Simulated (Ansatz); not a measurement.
5 guesses for Al₂RuCN₂ and where they end

Method: DFT PBE, scalar-relativistic, plane waves, PAW (Ansatz 0.2.0). All cells share a 420 eV cutoff and Γ-centred k meshes spaced at most about 0.3 Å⁻¹ (about 0.25 or finer for metals, 2π included). Collinear spin in cells that started with moments and kept them past the coarse steps, no spin elsewhere.

Each guess was relaxed in cell and atoms at zero pressure, within the symmetry of its start. Temperature and zero-point effects are left out. Coordination counts C or N atoms around Al and Ru (for each partner element, those within 1.25 times its shortest distance or 1.15 times the sum of covalent radii, where it is the nearest in units of that sum or under 1.3; a plus sign parts groups by distance over the sum of covalent radii; the shortest distance is added where it exceeds 1.18 times the sum of covalent radii).

```csv
guess,made from,start group,V start (Å³/atom),end group,V end (Å³/atom),coordination at the end,gap on mesh (eV),largest moment (μB),E over the lowest end (meV/atom)
1,Zr2SiTe2As type,P-4m2,13.2,P-4m2,11.8,"Al 5, Ru 4",0,-,0
2,Sr2CoSeO2 type,P4/mmm,12.5,P4/mmm,11.9,"Al 4 from 2.3 Å, Ru 4+2",0,-,1235
3,Sr2CoSeO2 type,P4/mmm,12.5,P4/mmm,10.0,"Al 4, Ru 2 from 2.8 Å",0,-,1223
4,YCr2Si2C type,P4/mmm,11.9,?,?,?,?,?,?
5,LaNi2B2C type,I4/mmm,11.5,I4/mmm,11.3,"Al 4, Ru 6",0,0.5,523
```

Guess 4 as it starts:

```
CELL_PARAMETERS angstrom
3.77642 0.00000 0.00000
0.00000 3.77642 0.00000
0.00000 0.00000 5.00632
ATOMIC_POSITIONS crystal
Al 0.00000 0.50000 0.00000
Al 0.50000 0.00000 0.00000
Ru 0.00000 0.00000 0.50000
C 0.00000 0.00000 0.00000
N 0.50000 0.50000 0.27101
N 0.50000 0.50000 0.72899
```

**Question.** Predict the end of this guess and its energy over the lowest end.

**Answer.** It ends in space group P4/mmm (No. 123), with a = 4.095 Å, c = 3.975 Å, 11.1 Å³/atom and no gap, without spin. It lies 0.82 eV/atom over the lowest end, above guess 5 and below guess 3. Counting C or N atoms around Al and Ru, this end has Al 6, Ru 2 and the lowest (guess 1) has Al 5, Ru 4. This end holds N–N pairs (shortest 1.39 Å); in the lowest (guess 1) the shortest N–N distance is 2.80 Å.

```cif
data_structure
_symmetry_space_group_name_H-M 'P4/mmm'
_symmetry_Int_Tables_number 123
_cell_length_a 4.0948
_cell_length_b 4.0948
_cell_length_c 3.9751
_cell_angle_alpha 90.000
_cell_angle_beta 90.000
_cell_angle_gamma 90.000
_cell_volume 66.65
loop_
_atom_site_label
_atom_site_type_symbol
_atom_site_symmetry_multiplicity
_atom_site_Wyckoff_symbol
_atom_site_fract_x
_atom_site_fract_y
_atom_site_fract_z
_atom_site_occupancy
Al1 Al 2 f 0.00000 0.50000 0.00000 1
Ru1 Ru 1 b 0.00000 0.00000 0.50000 1
C1 C 1 a 0.00000 0.00000 0.00000 1
N1 N 2 h 0.50000 0.50000 0.17493 1
```

The zero of energy is the elements' standard structures at the same level (N₂ as a molecule); no fitted shifts are applied.

**Question.** Is the lowest end bound against the elements?

**Answer.** Yes: its formation energy is −0.20 eV/atom. Whether it is stable depends on the other phases of the system, which aren't compared here.

For metals, differences of a few meV/atom aren't resolved. Weakly bound directions are ill-defined at this level, which has no dispersion term (P-4m2), and this can change margins and order among such cells. The reference form of C is held partly by dispersion forces, which this level lacks. The magnetic state reached may not be the lowest. Cells relaxed within their symmetry can be saddle points. A lower structure may well exist outside this small set. Some types were kept out of the candidates beforehand, so the set may lack a known form.
